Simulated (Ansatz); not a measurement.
## MnCu: which magnetic state is lowest?

Computed with DFT r2SCAN, scalar-relativistic, plane waves, PAW in Ansatz.

```yaml
crystal:
  lattice:
    - [1.88524, 1.88524, 3.69301]
    - [1.88524, 3.69301, 1.88524]
    - [3.69301, 1.88524, 1.88524]
  atoms:
    - { symbol: Mn, position: [0.00000, 0.00000, 0.00000] }
    - { symbol: Cu, position: [0.50000, 0.50000, 0.50000] }
```

The plane-wave cutoff is 500 eV and the Γ-centred k-mesh is 18×18×18. The occupation rule is Gaussian smearing, 0.1 eV, the list of starting moments (μB, in atom order) is 4 0 and the check for lower electronic states after the SCF is off.

All runs keep this geometry, which isn't relaxed for the lowest state (largest force there 0.000 eV/Å, pressure 11.3 GPa) and needn't be a stable compound; relaxing each order would shift the differences by some 60 meV/atom, going by the pressures and a bulk modulus of about 150 GPa. r2SCAN tends to overstate moments in metals, so a weak moment here may be absent in the real material. Site moments are spin moments in atom-centred spheres that scale with the neighbour distance. The states are those that the runs reached from these starts; a lower one can exist. No antiferromagnetic start is among these.

Task: Order the starts by the energy of the state that they reach, lowest first.
A. no spin
B. ferromagnetic

Result: B (0.00 meV/atom), A (429 meV/atom).

| start | ends | energy above lowest (meV/atom) | site moments (μB) | gap on mesh (eV) | P (GPa) |
| --- | --- | --- | --- | --- | --- |
| no spin | non-magnetic | 429 | none over 0.05 | metal | -19.4 |
| ferromagnetic | ferromagnetic | 0.00 | Mn +3.51, Cu +0.11 | metal | 11.3 |

Cost: 2 runs of about 3.3 core-minutes in all, on Arm Neoverse V2 (shared hosts).